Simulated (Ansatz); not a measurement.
**Two states of KCrF₃**

```xyz
10
Lattice="-3.0363 3.0363 4.0245 3.0363 -3.0363 4.0245 3.0363 3.0363 -4.0245" Properties=species:S:1:pos:R:3 pbc="T T T"
F     0.0000    3.0363    2.0122
F     3.0363    0.0000    2.0122
Cr    0.0000    3.0363    0.0000
Cr    3.0363    0.0000    0.0000
K     0.0000    0.0000    2.0122
K     0.0000    0.0000    6.0367
F     1.4089    4.4452    0.0000
F     1.6275    1.4089    0.0000
F     1.6275   -1.4089    4.0245
F     1.4089    1.6275    4.0245
```

The numbers come from plane-wave PAW DFT (Ansatz): r2SCAN, 500 eV, 5×5×5 Γ-centred k points, tetrahedron occupations. Nothing was relaxed.

State A: Cr3 up, Cr4 up (collinear spin). State B: Cr3 up, Cr4 down (collinear spin).

Task: Which state is lower, and how do they differ?

Result: State A is lower by 10.7 meV an atom at zero smearing.

```
state  free energy (meV/atom)  largest moment in a small sphere (μB)  net moment (μB/cell)  gap on mesh (eV)  pressure (GPa)  largest force (eV/Å)
    A                     0.0                                   3.14                  8.00              0.55            -1.6                  0.22
    B                    10.7                                   3.10                  0.00              1.42            -1.6                  0.39
```

Origin: a database entry at a rescaled volume. Caveats: empty levels are not fully converged; an odd or shifted mesh can miss the band edges, so this level's true gap may be smaller; forces and stress under tetrahedra may miss the slope of the energy.
